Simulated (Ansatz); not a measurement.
LuCd3: pressure against volume

A database entry relaxed whole under r2SCAN (Cmcm):

```
Lu Cd
1.0
     3.55551   -5.27875    0.00000
     3.55551    5.27875    0.00000
     0.00000    0.00000    4.78335
Lu Cd
2 6
Direct
  0.62957 0.37043 0.25000
  0.37043 0.62957 0.75000
  0.11785 0.31092 0.25000
  0.88215 0.68908 0.75000
  0.31092 0.11785 0.75000
  0.68908 0.88215 0.25000
  0.17775 0.82225 0.25000
  0.82225 0.17775 0.75000
```

The cell was scaled uniformly, its shape held, and the atoms relaxed at each volume with plane-wave PAW DFT (Ansatz 0.2.0; r2SCAN, 500 eV, 6×6×7 Γ-centred mesh, fermi-dirac occupations of width 0.100 eV; no spin, no spin-orbit coupling). One row is withheld.

```tsv
volume (Å³/atom)	energy over the lowest (meV/atom)	pressure (GPa)
21.098	18.6	4.79
21.547	?	?
21.995	1.8	1.42
22.444	0.0	0.01
22.893	1.9	-1.24
23.342	7.1	-2.36
23.791	15.2	-3.34
```

Task: Fit the pressures of the other rows to the third-order Birch-Murnaghan form.

Result: With f = [(V₀/V)^(2/3) − 1]/2 and P = 3B₀f(1 + 2f)^(5/2)[1 + 3(B₀′ − 4)f/2], least squares gives V₀ = 22.45 Å³ an atom, B₀ = 66.3 GPa and B₀′ = 4.9; the rows miss the fit by less than 0.01 GPa. The slope of the energies differs from these pressures by less than 0.05 GPa.

Task: What does the withheld row hold?

Result: The fit gives 3.00 GPa at 21.547 Å³; the run gave 3.00 GPa and 7.9 meV an atom.

Caveats: the shape of the cell was held, so B₀ is an upper bound where the axes differ in stiffness; 0 K, fixed nuclei; the symmetry was kept, and this need not be the phase that is stable at 0 K; one mesh for all volumes; every run is gapless at this level; pressure is positive in compression.
